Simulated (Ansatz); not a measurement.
MoIr (rock salt, Fm-3m), a = b = c = 5.1184 Å, α = β = γ = 90.00°; the cell used has 2 atoms.

Relaxed with PBEsol.

Problem. Decompose the optical modes at the zone centre into irreducible representations, and say which are infrared and Raman allowed.

Solution. Point group m-3m: Γ_opt = T1u. Infrared: T1u. Raman: none.

Problem. Assign frequencies (DFPT, PBEsol in the plane-wave PAW code Ansatz).

Solution. T1u 61 cm⁻¹.

The start of the workflow was typed in or built on a structure type; neither database checked (COD, Materials Project) lists it. COD files the formula under space group No. 51. Its standing as an ambient phase is unchecked. The PBEsol relaxation kept the symmetry of its start. At this level the phase is mechanically unstable. The run is not spin-polarised. Its formation energy is positive at this level, so the cell may be metastable or incomplete. As this level gives no gap, phonon frequencies hold no LO–TO term and depend on the k-mesh and smearing (Fermi–Dirac, 0.1 eV here). Spin–orbit coupling is left out wherever it is not named.

Potentials: the earlier of the program's two PAW sets. The files were generated under PBE; for other functionals the program regenerates the frozen cores, and for LDA and PBEsol the local potential too.
